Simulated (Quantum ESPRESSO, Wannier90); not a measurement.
# BeTe (wurtzite): Wannier90 run

```
begin unit_cell_cart
ang
    3.9966400997    0.0000000000    0.0000000000
   -1.9983200498    3.4611918561    0.0000000000
    0.0000000000    0.0000000000    6.5867700000
end unit_cell_cart
begin atoms_frac
Be  -0.3333333333  0.3333333333 -0.4995700000
Be   0.3333333333 -0.3333333333  0.0004300000
Te  -0.3333333333  0.3333333333 -0.1254300000
Te   0.3333333333 -0.3333333333  0.3745700000
end atoms_frac
```

Structure: Materials Project mp-1183441, symmetrised, not relaxed again. Not found in the COD (Crystallography Open Database) copy used, which has the formula in other groups; not checked further. Level: PBEsol, spinors with spin-orbit coupling; pw.x of Quantum ESPRESSO at 71 Ry with PseudoDojo potentials, 6×6×4 k-points, Wannier90. Density: 12×12×6 mesh, cold smearing 0.01 Ry.

A tight-binding model is made by disentanglement and projection with no localisation steps (num_iter = 0), so the 32 orbitals stay atom-like: hydrogen-like Be: s;p; Te: s;p, axes along x, y, z; frozen window up to 6.87 eV relative to the valence-band maximum. It follows pw.x to 16 meV rms for states up to 2.9 eV relative to the valence-band maximum. Matrix elements depend on this choice of orbitals and windows.

Task: What are the on-site energies relative to the valence-band maximum, and how fast do the hoppings decay?

Result: 
```csv
atom,orbitals,energy (eV)
Be1,s↑ s↓,0.29
Be1,pz↑ pz↓,2.45
Be1,px↑ px↓ py↑ py↓,2.62
Be2,s↑ s↓,0.29
Be2,pz↑ pz↓,2.45
Be2,px↑ px↓ py↑ py↓,2.62
Te3,s↑ s↓,-8.44
Te3,pz↑ pz↓,-0.04
Te3,px↑ px↓ py↑ py↓,-0.06
Te4,s↑ s↓,-8.44
Te4,pz↑ pz↓,-0.04
Te4,px↑ px↓ py↑ py↓,-0.06
```

| distance of the centres (Å) | largest modulus (eV) |
|---|---|
| 2–3 | 2.4 |
| 3–4 | 0.73 |
| 4–5 | 0.27 |
| 5–6 | 0.15 |
| 6–7 | 0.23 |
| 7–8 | 0.062 |
| 8–9 | 0.071 |
| 9–10 | 0.041 |

Effective spin-orbit constants λ of λ L·S, from the same-site elements px↑–py↑ (λ/2) and dx2-y2↑–dxy↑ (λ), where they are among the larger elements: Te3 p 0.56 eV, Te4 p 0.56 eV.
